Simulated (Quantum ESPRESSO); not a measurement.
# Kohn-Sham bands of SnPbS2 (R-3m)

```
CELL_PARAMETERS angstrom
     -2.09644     3.63113     0.00000
     -4.19287     0.00000     0.00000
     -2.09644     1.21038     6.85332
ATOMIC_POSITIONS crystal
  Sn 0.50000 0.50000 0.50000
  Pb 0.00000 0.00000 0.00000
  S  0.75279 0.75279 0.74163
  S  0.24721 0.24721 0.25837
```

Structure: Materials Project mp-1218952, symmetrised, not relaxed again. Not found in the COD (Crystallography Open Database) copy used; not checked further. Level: PBEsol, spinors with spin-orbit coupling; pw.x of Quantum ESPRESSO at 58 Ry with PseudoDojo potentials, 6×6×6 k-points, Wannier90. Density: 8×8×8 mesh, Gaussian smearing 0.01 Ry. With spin-orbit coupling a semilocal functional can close or falsely invert a small gap; the band order was not checked against a better method. The gap is small at this level and was sampled on the meshes and a path alone.

Energies are relative to the valence-band maximum; weights are on the orthonormalised atomic waves of the pseudopotential files, averaged over the group. 40 electrons a cell are treated as valence.

```json
[
 {"bands": "1–4", "from (eV)": "-21.96", "to (eV)": "-21.95", "filling": "filled", "weight on atomic waves": "(withheld)"},
 {"bands": "5–10", "from (eV)": "-20.93", "to (eV)": "-20.91", "filling": "filled", "weight on atomic waves": "(withheld)"},
 {"bands": "11–14", "from (eV)": "-18.14", "to (eV)": "-18.12", "filling": "filled", "weight on atomic waves": "(withheld)"},
 {"bands": "15–20", "from (eV)": "-15.62", "to (eV)": "-15.53", "filling": "filled", "weight on atomic waves": "(withheld)"},
 {"bands": "21–24", "from (eV)": "-13.49", "to (eV)": "-11.99", "filling": "filled", "weight on atomic waves": "(withheld)"},
 {"bands": "25–26", "from (eV)": "-8.44", "to (eV)": "-7.54", "filling": "filled", "weight on atomic waves": "(withheld)"},
 {"bands": "27–40", "from (eV)": "-7.16", "to (eV)": "0.00", "filling": "filled", "weight on atomic waves": "(withheld)"}
]
```

Which atomic shells make up each group?


- 1–4, weight on atomic waves: Sn 4d 100 %
- 5–10, weight on atomic waves: Sn 4d 100 %
- 11–14, weight on atomic waves: Pb 5d 100 %
- 15–20, weight on atomic waves: Pb 5d 99 %
- 21–24, weight on atomic waves: S 3s 79 %, Sn 5p 7 %, Pb 6p 7 %
- 25–26, weight on atomic waves: Pb 6s 66 %, S 3p 21 %, S 3s 6 %
- 27–40, weight on atomic waves: S 3p 62 %, Sn 5s 12 %, Pb 6p 10 %

The Kohn-Sham gap over both meshes and the path is 0.24 eV.
